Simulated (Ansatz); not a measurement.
Ansatz (a first-principles code) input:

Ansatz 0.2 input:
```yaml
crystal:
  lattice:
    - [1.3413989155, 0.7744570249, 4.2067339374]
    - [-1.3413989155, 0.7744570249, 4.2067339374]
    - [0.0, -1.5489140499, 4.2067339374]
  atoms:
    - { symbol: Cu, position: [0.0, 0.0, 0.0] }
    - { symbol: Pd, position: [0.5, 0.5, 0.5] }
kpoints:
  mp_grid: { grid: [18, 18, 18] }
hamiltonian:
  xc: pbesol
  pseudopotentials: { kind: paw }
scf:
  occupations: { method: fermi_dirac, width: 0.1 }
phonons:
  method: dfpt
  response_accuracy: low
  eigenvectors: true
  rigid_motions: translations
```

Output (shortened):

```
Pseudopotential: Cu, paw, valence charge 19
Pseudopotential: Pd, paw, valence charge 18
Functional definition: PBEsol
Crystal: 2 atoms, lattice volume = 26.221 Å³
Basis set: ecut = 420 eV, 525 PW (Γ), exchange–correlation on 60×60×60 points (8 copies of the dense FFT grid, shifted against one another)
Bands: 23, of which v1, the nominal top of the filled ones, is band 19 counted from 1 (18 counted from 0)
Symmetry: 12 space group operations
k-points: 1550 of 5832 (irreducible under 2 space group operations, time reversal used)
SCF iter   1: F=—  HF=-13495.615822 eV  |F-HF|=—  |Δ(HF+E_count)|=         —  Δρ=1.46e-2  dr2=5.31e-2  ethr=1.77e-3  ⟨swp⟩=5.3  Hψ=144199  notcnv=0
preconditioner: auto → Kerker (q_TF=auto, 2.889 Å⁻¹)
SCF iter   2: F=—  HF=-13495.606051 eV  |F-HF|=—  |Δ(HF+E_count)|=   9.77e-3  Δρ=5.14e-3  dr2=1.25e-2  ethr=1.44e-4  ⟨swp⟩=2.9  Hψ=70934  notcnv=0  defer=35
SCF iter   3: F=—  HF=-13495.604393 eV  |F-HF|=—  |Δ(HF+E_count)|=   1.66e-3  Δρ=1.99e-3  dr2=1.65e-3  ethr=3.38e-5  ⟨swp⟩=1.0  Hψ=35569  notcnv=0  defer=35
SCF iter   4: F=—  HF=-13495.604037 eV  |F-HF|=—  |Δ(HF+E_count)|=   3.57e-4  Δρ=7.22e-4  dr2=3.63e-4  ethr=4.47e-6  ⟨swp⟩=1.6  Hψ=44148  notcnv=0  defer=35
SCF iter   5: F=—  HF=-13495.603952 eV  |F-HF|=—  |Δ(HF+E_count)|=   8.48e-5  Δρ=2.49e-4  dr2=3.21e-5  ethr=9.80e-7  ⟨swp⟩=1.0  Hψ=35823  notcnv=0  defer=35
SCF iter   6: F=—  HF=-13495.603938 eV  |F-HF|=—  |Δ(HF+E_count)|=   1.37e-5  Δρ=4.58e-5  dr2=5.66e-7  ethr=8.67e-8  ⟨swp⟩=2.4  Hψ=50782  notcnv=0  defer=35
SCF iter   7: F=—  HF=-13495.603940 eV  |F-HF|=—  |Δ(HF+E_count)|=   2.08e-6  Δρ=2.44e-5  dr2=1.11e-7  ethr=1.53e-9  ⟨swp⟩=2.2  Hψ=59425  notcnv=0  defer=35
SCF iter   8: F=—  HF=-13495.603940 eV  |F-HF|=—  |Δ(HF+E_count)|=   2.38e-8  Δρ=3.22e-6  dr2=2.39e-9  ethr=3.00e-10  ⟨swp⟩=2.3  Hψ=52094  notcnv=0  defer=35
SCF iter  11: F=-13495.603940 eV  HF=-13495.603940 eV  |F-HF|=1.82e-12  |Δ(HF+E_count)|=  1.82e-12  Δρ=6.26e-8  dr2=7.32e-13  ethr=1.00e-12  ⟨swp⟩=4.6  Hψ=131623  notcnv=0
the search or the solves at the SCF's close seem to have found levels that the self-consistency loop had missed (the run counts 2) …
SCF 1 converged in 11 iterations: F = -13495.603940 eV  dr2 = 7.32e-13
DFPT response loops at Γ: preconditioner auto → Kerker (q_TF=auto, 2.889 Å⁻¹) (partly filled bands, converged f_vac=0.000) …
SCF converged after 11 iterations
Free energy (F): -13495.603940 eV
Harris-Foulkes:  -13495.603940 eV  (|F-HF|=1.82e-12)
Internal energy: -13495.567698 eV  (E = F + TS)
E sigma→0 (E₀):  -13495.585819 eV
Entropy (-TS):   -0.036243 eV (-18.121 meV/atom)
Fermi energy:    18.521366 eV
--- Per-component energies (eV) ---
  E_band       = -477.839370
  E_kinetic    = 814.919592
  E_local      = -5837.377545  (includes V_loc(G=0)·N_el)
  E_nonlocal   = 613.032076
  E_hartree    = 2520.844249
  E_xc         = -256.979908
  E_vxc        = -326.928590  (∫ρ·V_xc dr)
  E_paw        = -5313.378847  (= ΣΔE_a)
  E_vpaw       = -783.173809  (= ΣTr[D̂ρ^β])
  E_aug_tail   = 0.000423  (compensation charges beyond the density's cutoff)
  E_ewald      = -6037.136462
  E_core_change = 0.508726  (= ΣΔE_core)
  E_smearing   = -0.036243  (= −TS)
  E_closure    = 0.000000  (closes the sum)
  Σ components = -13495.603940   (vs F -13495.603940, Δ=0.00e0)
  [band-id]    e_kinetic+e_local+e_nonlocal+2·e_hartree+e_vxc+e_vpaw+e_augmentation_tail = -477.839356   (vs E_band -477.839370, Δ=1.40e-5)
--- Band table (eV; the first three rows and the last of 1550) ---
  k-point 0: bands = ["-93.1607", "-65.6984", "-50.7149", "-50.6562", "-50.6562", "-31.3944", "-31.2538", "-31.2538", "10.2424", "13.2050", "15.3891", "15.3891", "15.9068", "15.9068", "16.0769", "16.9488", "16.9488", "18.0723", "18.0723", "18.9760", …
  k-point 1: bands = ["-93.1606", "-65.6969", "-50.7148", "-50.6576", "-50.6566", "-31.3928", "-31.2666", "-31.2569", "10.3431", "13.2793", "15.3417", "15.4497", "15.8649", "15.9304", "16.0963", "16.9171", "16.9606", "17.6006", "18.0475", "19.5372", …
  k-point 2: bands = ["-93.1602", "-65.6924", "-50.7143", "-50.6617", "-50.6576", "-31.3880", "-31.3033", "-31.2658", "10.6395", "13.4901", "15.2130", "15.6198", "15.7331", "16.0023", "16.1530", "16.8115", "16.9913", "17.0005", "17.9759", "20.4341", …
  k-point 1549: bands = ["-93.1607", "-65.6985", "-50.7144", "-50.6562", "-50.6562", "-31.3973", "-31.2539", "-31.2539", "12.2926", "12.3593", "15.3168", "15.6655", "15.6655", "15.9535", "16.2404", "16.2404", "16.8046", "16.8046", "17.4330", "17.4330", …
--- Phonons (Γ-DFPT): 4 representative perturbations + reference, on 1550 of 5832 k-points (Σ response iterations 12) ---
  ASR residual: 8.642e-4 → 0.000e0 eV/Å²; symmetrization residual: 8.509e-5 eV/Å²
  ASR residual per site (eV/Å²): 5.66e-4 8.64e-4
  Γ frequencies (cm⁻¹): 0.00 0.00 0.00 119.20 119.20 256.03
  non-analytic LO–TO correction: not included (Born effective charges unavailable; polar crystals: no LO–TO splitting at Γ)
```

Cost: very roughly 6 core-minutes on shared cores.

Space group R-3m. The workflow started from a Materials Project entry (that database holds measured and hypothetical structures alike); the Crystallography Open Database copy checked does not list it. COD files the formula under space group No. 221. With Cu and Pd taken as one species the cell has the higher symmetry Fm-3m, so it may be an ordered model of a mixed-site phase. Its standing as an ambient phase is unchecked. The PBEsol relaxation kept the symmetry of its start; whether a distortion lowers the energy is not shown. No spin polarisation was allowed. As this level gives no gap, phonon frequencies hold no LO–TO term and depend on the k-mesh and smearing (Fermi–Dirac, 0.1 eV here). Scalar-relativistic: spin–orbit coupling is off unless named, which matters more the heavier the elements.

Potentials: the later of the program's two PAW sets.

Ansatz is a plane-wave DFT program.
